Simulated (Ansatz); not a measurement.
**ZnSe: computed property card**

ZnSe:
```cif
data_Se2Zn2
_chemical_formula_sum 'Zn2 Se2'
_space_group_name_H-M_alt 'P 1'
_space_group_IT_number 1
_cell_length_a 4.89684
_cell_length_b 4.89684
_cell_length_c 4.15091
_cell_angle_alpha 90.000
_cell_angle_beta 90.000
_cell_angle_gamma 90.000
loop_
_space_group_symop_operation_xyz
  'x, y, z'
loop_
_atom_site_label
_atom_site_type_symbol
_atom_site_fract_x
_atom_site_fract_y
_atom_site_fract_z
_atom_site_occupancy
Zn1 Zn 0.50000 0.00000 0.07812 1
Zn2 Zn 0.00000 0.50000 0.92188 1
Se1 Se 0.00000 0.00000 0.00000 1
Se2 Se 0.50000 0.50000 0.00000 1
```

Space group P4/nmm (No. 129); conventional cell a = 4.897 Å, b = 4.897 Å, c = 4.151 Å, α = 90.00°, β = 90.00°, γ = 90.00°.

Method: LDA (plane waves, PAW; program Ansatz). The cell and atoms are relaxed at this level. Other levels are named where they apply.

**Cell and energy**

| Property | Value |
|---|---|
| Volume per atom | 24.88 Å³ |
| Density | 4.82 g/cm³ |
| Formation energy from the elements (no fitted shifts) | -51 meV/atom |

**Electronic structure**

| Quantity | Value |
|---|---|
| Electronic character | metallic (no gap) |
| Density of states at the Fermi level | 0.26 states/eV per atom (mean over ±0.08 eV) |

**Mechanics**

| Quantity | Value |
|---|---|
| Bulk modulus (Birch–Murnaghan fit) | 7.9 GPa |
| Pressure derivative B′ | 5.8 |

**Phonons**

| Item | Value |
|---|---|
| Highest zone-centre frequency | 233 cm^-1 |
| Zone-centre stability | unstable, softest mode 54i cm⁻¹ |

The cell is a constructed one: a structure type filled with these elements; the Crystallography Open Database copy checked does not list it. It is not the phase usual at ambient conditions (space group No. 216). The cell was relaxed with LDA under the symmetry of its start. A crystal of weakly bound layers computed without a dispersion correction: the cell and the soft elastic constants depend strongly on that. As this level gives no gap, phonon frequencies hold no LO–TO term and depend on the k-mesh and smearing (Fermi–Dirac, 0.1 eV here). The references are the lowest solids computed at this level, not always the standard phases. Spin–orbit coupling is left out wherever it is not named.

Potentials: the later of the program's two PAW sets.
